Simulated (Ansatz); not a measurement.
BN:
```cif
data_B4N4
_chemical_formula_sum 'B4 N4'
_space_group_name_H-M_alt 'F-43m'
_space_group_IT_number 216
_space_group_name_Hall 'F -4 2 3'
_cell_length_a 3.57984
_cell_length_b 3.57984
_cell_length_c 3.57984
_cell_angle_alpha 90.000
_cell_angle_beta 90.000
_cell_angle_gamma 90.000
loop_
_atom_site_label
_atom_site_type_symbol
_atom_site_symmetry_multiplicity
_atom_site_Wyckoff_symbol
_atom_site_fract_x
_atom_site_fract_y
_atom_site_fract_z
_atom_site_occupancy
B1 B 4 a 0.00000 0.00000 0.00000 1
N1 N 4 d 0.75000 0.75000 0.75000 1
```
(The calculation used a cell of 2 atoms; values per cell refer to that cell.)

Relaxed with LDA.

**Question.** Give the optical modes at the zone centre with their infrared and Raman activity from DFPT, the program Ansatz at the LDA level (PAW).

**Answer.** Transverse frequencies, without the LO–TO term; a row sums one degenerate level.

```json
[
 {"ω (cm⁻¹)": "1067", "degeneracy": "3", "IR ((D/Å)²/amu)": "39.98", "Raman (Å⁴/amu)": "19", "activity": "IR+Raman", "symmetry": "T2"}
]
```

**Question.** How high does the top mode go among those that the LO–TO term moves?

**Answer.** 1296 cm⁻¹ for q along x.

The cell was relaxed with LDA under the symmetry of its start; phonons on a q-mesh show no instability.

Potentials: the earlier of the program's two PAW sets.
